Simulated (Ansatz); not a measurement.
# What DFT gives for Ag (Fm-3m)

The conventional cell has a = 4.054 Å, b = 4.054 Å, c = 4.054 Å, α = 90.00°, β = 90.00°, γ = 90.00°. Ag (atom 1) has 12 Ag at 2.87 Å as nearest neighbours.

Ansatz runs use the cell relaxed by PAW under their functional.

Q: What do its conduction electrons give? (PBEsol, all-electron LAPW in Ansatz 0.2.0, scalar-relativistic; a = 4.054 Å; k mesh 16×16×16, fine mesh 24×24×24, Fermi-Dirac smearing of 0.100 eV, basis error target 1 meV/atom)

A: Fermi-surface sums: N(E_F) = 0.26 states/eV/atom, ħω_p (r.m.s. of x, y, z) = 9.2 eV, Fermi speed = 1.43×10⁶ m/s.

Q: How stiff is it? (PBEsol, all-electron LAPW in Ansatz 0.2.0, scalar-relativistic; a = 4.054 Å; k mesh 24×24×24, strains of ±0.008, Fermi-Dirac smearing of 0.100 eV, basis error target 1 meV/atom)

A: Elastic moduli (Hill averages, relaxed ions; θ_D from sound speeds over directions): B = 119 GPa, G = 39.4 GPa, C11 = 147 GPa, C44 = 59.4 GPa, ν = 0.351, θ_D = 247 K.

Q: How does it vibrate? (r²SCAN, PAW on Ansatz 0.2.0's default frozen-core files (fitted under PBE), scalar-relativistic; a = 4.105 Å; k mesh 24×24×24, Fermi-Dirac smearing of 0.100 eV, cutoff 500 eV; q mesh 4×4×4)

A: Harmonic phonons by finite displacements (negative means unstable): highest mode = 166 cm⁻¹, lowest at L = 72.7 cm⁻¹, lowest at X = 109 cm⁻¹, lowest at W = 104 cm⁻¹, Grüneisen γ (heat-capacity mean at 300 K) = 2.57.

Q: Does the elastic Debye temperature match the top of the phonon spectrum?

A: k_Bθ_D corresponds to 172 cm⁻¹, against a highest mode of 166 cm⁻¹ on the mesh, a ratio of 1.03. The Debye cutoff comes from sound speeds alone and needn't equal it.

Caveats: these sums move with the mesh, by several per cent and more for small sheets (Fermi surface); responses of metals move with mesh and smearing (moduli, phonons); frozen-core PAW files fitted under PBE, their cores solved anew for the functional of the run (phonons).
